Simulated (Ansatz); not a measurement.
## Elastic constants of MgS (Fm-3m) under pressure

```
Mg S
1.0
     0.00000    2.59096    2.59096
     2.59096    0.00000    2.59096
     2.59096    2.59096    0.00000
Mg S
1 1
Direct
  0.00000 0.00000 0.00000
  0.50000 0.50000 0.50000
```

This is the zero-pressure cell. At each pressure cell and atoms are relaxed in this structure, and the constants are slopes of the stress at strains of ±0.005 with relaxed ions (the coefficients that govern stability under load). Level: PBEsol, PAW on Ansatz 0.2.0's default frozen-core files (fitted under PBE), scalar-relativistic; k mesh 8×8×8, strains of ±0.005, fixed occupations, cutoff 420 eV. P is the pressure of the relaxed cell, less that of this one.

```tsv
P (GPa)	V/V₀	C11 (GPa)	C12 (GPa)	C44 (GPa)
0.00	1.0000	152.6	40.9	54.2
1.00	0.9876	161.8	42.4	54.9
2.00	0.9759	170.9	43.9	55.5
4.02	0.9543	189.0	46.7	56.8
7.02	0.9260	215.3	50.8	58.5
10.00	?	?	?	?
15.00	0.8664	282.8	61.1	62.1
```

Q: Does the bulk modulus from the constants agree with the pressure-volume curve?

A: A third-order Birch-Murnaghan fit to the volumes shown (F against f, f = [(V₀/V)^(2/3) − 1]/2) gives B₀ = 78.1 GPa and B′ = 4.1. Its −V dP/dV stands beside (C11 + 2C12)/3:

```csv
P (GPa),from P(V),from the constants
0.00,78.1,78.2
1.00,82.2,82.2
2.00,86.2,86.2
4.02,94.1,94.2
7.02,105.6,105.6
15.00,135.1,135.0
```

Q: What are the pressure derivatives at zero pressure?

A: Slopes at V₀ of quadratic fits in −ln(V/V₀) through the first four rows shown, divided by B₀: dC11/dP = 9.2, dC12/dP = 1.5, dC44/dP = 0.7. The mean slopes up to 2.0 GPa are 9.1, 1.5, 0.7; curvature and scatter of the constants part the two. The combination (dC11/dP + 2 dC12/dP)/3 = 4.1 stands against B′.

Q: Fill the row at 10.00 GPa.

A: Cubic fits in −ln(V/V₀) through all rows shown give C11 = 240.9, C12 = 54.8, C44 = 59.9 GPa. Computed: V/V₀ = 0.9016, C11 (GPa) = 240.8, C12 (GPa) = 54.8, C44 (GPa) = 59.9.

Q: Does a shear stiffness soften?

A: C44 goes from 54.2 to 62.1 GPa; (C11 − C12)/2 goes from 55.8 to 110.8 GPa. Neither ends more than 3 % under its start, and the lattice stays mechanically stable over this range.

Caveats: no other phase was computed; many crystals of this kind change structure within this range, and rows or crossings beyond such a change describe a metastable lattice; frozen-core PAW files fitted under PBE, their cores solved anew for the functional of the run; phonons weren't checked at these pressures.
